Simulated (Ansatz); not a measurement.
# Computed properties of ZrRh₃

ZrRh₃:
```cif
data_Rh3Zr
_chemical_formula_sum 'Rh3 Zr1'
_space_group_name_H-M_alt 'P 1'
_space_group_IT_number 1
_cell_length_a 4.77472
_cell_length_b 4.77472
_cell_length_c 4.77472
_cell_angle_alpha 131.333
_cell_angle_beta 131.333
_cell_angle_gamma 71.285
loop_
_space_group_symop_operation_xyz
  'x, y, z'
loop_
_atom_site_label
_atom_site_type_symbol
_atom_site_fract_x
_atom_site_fract_y
_atom_site_fract_z
_atom_site_occupancy
Rh1 Rh 0.50000 0.50000 0.00000 1
Rh2 Rh 0.75000 0.25000 0.50000 1
Rh3 Rh 0.25000 0.75000 0.50000 1
Zr1 Zr 0.00000 0.00000 0.00000 1
```

Space group I4/mmm (No. 139); conventional cell a = b = 3.935 Å, c = 7.761 Å, α = β = γ = 90.00°.

Method: plane-wave PAW PBEsol (Ansatz code). Geometry: relaxed at this level of theory. Other levels are named where they apply.

**Cell and energy**

```yaml
volume_per_atom: 15.02 Å³
density: 11.05 g/cm³
Formation energy from the elements (no fitted shifts): -0.56 eV/atom
```

**Electronic structure**

```yaml
electronic_character: metallic (no gap)
Density of states at the Fermi level: 0.98 states/eV per atom (mean over ±0.08 eV)
Gap with spin–orbit coupling: none (metallic)
```

**Mechanics**

```yaml
Bulk modulus (Birch–Murnaghan fit): 230 GPa
Pressure derivative B′: 4.7
```

**Phonons**

```yaml
highest_zone_centre_frequency: 190 cm⁻¹
zone_centre_stability: no imaginary mode at Γ
```

The cell is a constructed one: a structure type filled with these elements; neither database checked (COD, Materials Project) lists it. COD files the formula under space group No. 221. Whether it is the stable phase at ambient conditions was not checked. The cell was relaxed with PBEsol under the symmetry of its start. No spin polarisation was allowed. As this level gives no gap, phonon frequencies hold no LO–TO term and depend on the k-mesh and smearing (Fermi–Dirac, 0.1 eV here). Axis ratios of metals converge slowly with the k-mesh, so a and c are less sure than the volume. The references are the lowest solids computed at this level, not always the standard phases. Scalar-relativistic: spin–orbit coupling is off unless named, which matters more the heavier the elements.

Potentials: the earlier of the program's two PAW sets. The files were generated under PBE; for other functionals the program regenerates the frozen cores, and for LDA and PBEsol the local potential too.
